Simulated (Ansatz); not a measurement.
All numbers below come from DFT PBE, scalar-relativistic, plane waves, PAW in Ansatz. Cutoff 420 eV, Γ-centred meshes of about 0.25 Å⁻¹ or finer for metals and 0.3 Å⁻¹ for insulators (2π included), Gaussian smearing. No spin polarisation.

Temperature and zero-point effects are left out.

Two relaxed structures of ScIn3As:

A.

```
Sc In As
1.0
     1.95286    1.12749    9.90241
    -1.95286    1.12749    9.90241
     0.00000   -2.25497    9.90241
Sc In As
1 3 1
Cartesian
  0.0000 0.0000 0.2053
  0.0000 0.0000 23.2360
  0.0000 0.0000 17.7826
  0.0000 0.0000 5.7742
  0.0000 0.0000 11.5549
```

B.

```
Sc In As
1.0
     5.11383    0.00000    0.00000
     0.00000    5.11383    0.00000
     0.00000    0.00000    5.36894
Sc In As
1 3 1
Direct
  0.50000 0.50000 0.00804
  0.50000 0.00000 0.30137
  0.00000 0.50000 0.30137
  0.00000 0.00000 0.86422
  0.50000 0.50000 0.52208
```

Question: Which is lower in energy, and by how much?

Answer: A is lower, by 260 meV/atom. A has space group R3m (No. 160), 26.2 Å³/atom and no gap on its mesh; B has space group P4mm (No. 99), 28.1 Å³/atom and no gap. Counting In or Sc atoms around As (for each partner element, those within 1.25 times its shortest distance or 1.15 times the sum of covalent radii, where it is the nearest in units of that sum or under 1.3; a plus sign parts groups by distance over the sum of covalent radii), A has As 3+3 and B has As 2+4. The denser one is the lower, and pressure would at first widen the difference. In A, Sc has 3 As at 2.68 Å and 3 In at 3.17 Å; around In on its first site lie 3 As at 2.87 Å and 3 In at 3.25 Å; As has 3 Sc at 2.68 Å and 3 In at 2.87 Å; 2 more sites not described. In B, Sc is surrounded by 2 As at 2.61–2.76 Å, 4 In at 3.00 Å and 4 In at 3.70 Å; In on a site of symmetry 2mm is surrounded by 2 As at 2.82 Å, 2 Sc at 3.00 Å, 6 In at 3.47–3.62 Å and 2 In at 3.96 Å; As has 2 Sc at 2.61–2.76 Å, 4 In at 2.82 Å and 4 In at 4.06 Å; 1 more site not described. Both come from trial cells of a structure search, whose lowest cell (I-4m2, 25.6 Å³/atom) lies 161 meV/atom below the lower of the two.

Trial moments fell under 0.15 μB along the way in R3m and P4mm; another start might hold them. Cells relaxed within their symmetry can be saddle points. Some types were kept out of the candidates beforehand, so the set may lack a known form.
